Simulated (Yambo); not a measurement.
How GW settings move the gap: LiIOH2

G0W0@LDA for LiIOH2 (space group Pmma, No. 51) in Yambo. Reference settings: 2×2×2 Γ-centred k mesh, bands 3 to 219 and a 7 Ry block in the screening, 219 bands in G with the Bruneval-Gonze terminator, plasmon pole fitted at 27.2 eV. The LDA gap (0, -0.5, 0) → Γ on this mesh is 3.39 eV; G0W0 gaps are taken between the same points.

| change from the reference | G0W0 gap (0, -0.5, 0) → Γ (eV) | shift of the valence edge (eV) | rough Yambo cost |
|---|---|---|---|
| reference settings | 5.60 | -1.28 | 1 |
| 78 bands in W, 78 bands in G | 5.56 | -1.00 | about 1/3 |
| 168 bands in W, 168 bands in G | 5.59 | -1.23 | within a factor of two |
| wavefunctions cut at 20 Ry | 5.61 | -1.28 | about 1/2 |
| wavefunctions cut at 30 Ry | 5.60 | -1.28 | within a factor of two |
| exchange cut at 40 Ry | 5.60 | -1.28 | – |
| exchange cut at 5 Ry | 6.17 | -1.17 | – |
| 48 bands in W, 48 bands in G, 6 Ry block | 5.55 | -0.74 | about 1/5 |
| 78 bands in W, 78 bands in G, 3 Ry block | 5.37 | -0.86 | about 1/4 |
| 118 bands in W, 118 bands in G, 2 Ry block | 5.24 | -0.86 | about 1/3 |
| 6 Ry block | 5.55 | -1.23 | within a factor of two |
| 48 bands in W, 48 bands in G, no terminator | 5.47 | -0.45 | about 1/4 |
| 78 bands in W, 78 bands in G, no terminator | 5.51 | -0.76 | about 1/3 |
| 118 bands in W, 118 bands in G, no terminator | 5.55 | -0.99 | within a factor of two |
| no terminator | 5.60 | -1.20 | within a factor of two |

The reference isn't shown to be the converged limit. Costs are rough (shared machines), scaled to the same edge states, and given only for runs that recompute the screening.

Without spin-orbit coupling, band edges of such heavy elements can be off by tenths of an eV.

Geometry of the Materials Project entry, not relaxed at this level; primitive cell a = 6.434 Å, b = 4.397 Å, c = 5.620 Å, α = 90.00°, β = 90.00°, γ = 90.00°.

The structure is a Materials Project entry; no match was found in the copy of COD used, and its stability was not checked.

A shift is the quasiparticle energy of the state minus its LDA energy.

The distance between layers or molecules is the database entry's, not relaxed here. Functionals without dispersion can leave it too large, which widens gaps and weakens the response across layers: the numbers belong to this cell.
